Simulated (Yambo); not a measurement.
Yambo run on AlClO (space group Pmmn, No. 59). The wavefunctions are PBEsol (Quantum ESPRESSO, PseudoDojo norm-conserving, 84 Ry, without SOC) ones on a 4×4×2 mesh (16 occupied bands); a = 3.147 Å, b = 3.633 Å, c = 7.845 Å, α = β = γ = 90.00°.

Yambo input:

```
rim_cut
HF_and_locXC
RandQpts= 1000000
RandGvec= 1 Ry
EXXRLvcs= 84 Ry
VXCRLvcs= 336 Ry
% QPkrange
 1 | 1 | 16 | 17 |
 5 | 5 | 16 | 17 |
 6 | 6 | 16 | 17 |
 13 | 13 | 16 | 17 |
 14 | 14 | 16 | 17 |
 17 | 17 | 16 | 17 |
 18 | 18 | 16 | 17 |
%
```

k points by index: 1 = Γ, 5 = (0, -0.5, 0), 6 = (0, -0.5, -0.5), 13 = (-0.5, 0, 0), 14 = (-0.5, 0, -0.5), 17 = (-0.5, -0.5, 0), 18 = (-0.5, -0.5, -0.5).

Resulting energies as the program prints them:

```
#    K-point    Band    Eo [eV]    Ehf [eV]    Vxc [eV]    Vnlxc [eV]
#
    1    16    -0.202861    -4.578298    -15.74058    -20.11602
    1    17    5.671314    10.39056    -11.60093    -6.881680
    5    16    -0.230288    -4.432843    -14.89519    -19.09774
    5    17    7.576211    12.67934    -10.65939    -5.556258
    6    16    -0.230933    -4.433401    -14.89254    -19.09501
    6    17    7.707571    12.89948    -11.54264    -6.350727
    13    16    0.000000    -4.557547    -14.55733    -19.11488
    13    17    6.871969    11.84518    -11.66684    -6.693626
    14    16    -0.001566    -4.558631    -14.55192    -19.10898
    14    17    6.875295    11.86849    -11.79502    -6.801830
    17    16    -0.736754    -5.876812    -16.81243    -21.95249
    17    17    7.326844    11.91215    -9.243203    -4.657893
    18    16    -0.810643    -5.937038    -16.39533    -21.52172
    18    17    7.019274    12.03098    -10.94632    -5.934604
```
Exchange alone, without screening.

Geometry relaxed with PBE+D3(BJ).
